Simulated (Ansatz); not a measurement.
LiTaO₃:
Space group Pnma (No. 62); a = 5.0651 Å, b = 8.5548 Å, c = 4.6860 Å, α = β = γ = 90.00°

| atom | site | symmetry | x | y | z |
|---|---|---|---|---|---|
| Li | 4b | -1 | 0.0000 | 0.0000 | 0.5000 |
| Ta | 4c | .m. | 0.0571 | 0.2500 | 0.9417 |
| O | 4c | .m. | 0.3888 | 0.2500 | 0.1931 |
| O | 8d | 1 | 0.2043 | 0.6030 | 0.2072 |

Relaxed with PBEsol. PBEsol in the plane-wave PAW code Ansatz gives a gap of 2.62 eV.

Task: What gap does HSE06 give on the same cell (Ansatz, PAW)?

Result: 4.22 eV, 1.59 eV more. The hybrid was solved on a coarser mesh and at special points; the gap given is the minimum over both.

```csv
k,v1 PBEsol,c1 PBEsol,v1 HSE06,c1 HSE06
Γ,0.00,2.62,0.00,4.22
X,-0.55,3.61,-0.59,5.25
Z,-0.16,3.39,(withheld),(withheld)
U,-0.62,4.12,-0.65,5.80
Y,-0.05,3.11,(withheld),(withheld)
S,-0.64,3.85,(withheld),(withheld)
T,-0.17,3.41,-0.15,5.06
R,-0.79,4.27,(withheld),(withheld)
```

Task: Top valence (v1) and lowest conduction level (c1) in eV from each method's valence maximum (which need not be a listed point): supply the withheld HSE06 values.

Result: 
- S, v1 HSE06: -0.69
- S, c1 HSE06: 5.49
- Y, v1 HSE06: -0.05
- Y, c1 HSE06: 4.70
- Z, v1 HSE06: -0.15
- Z, c1 HSE06: 5.04
- R, v1 HSE06: -0.81
- R, c1 HSE06: 5.95

Cost on shared cores: the PBEsol run (SCF on a 6×4×6 mesh, then bands and DOS) roughly 4 core-minutes, the HSE06 run (SCF on 3×2×4, then a few points) roughly 6 core-minutes; the tasks are unlike.

The workflow started from a Materials Project entry (that database holds measured and hypothetical structures alike); the Crystallography Open Database copy checked does not list it. It is not the phase usual at ambient conditions (space group No. 161). Symmetry was held in the PBEsol relaxation; its stability against distortions is not shown here. No spin polarisation was allowed. Spin–orbit coupling is left out wherever it is not named.

Potentials: the earlier of the program's two PAW sets. The files were generated under PBE; for other functionals the program regenerates the frozen cores, and for LDA and PBEsol the local potential too.
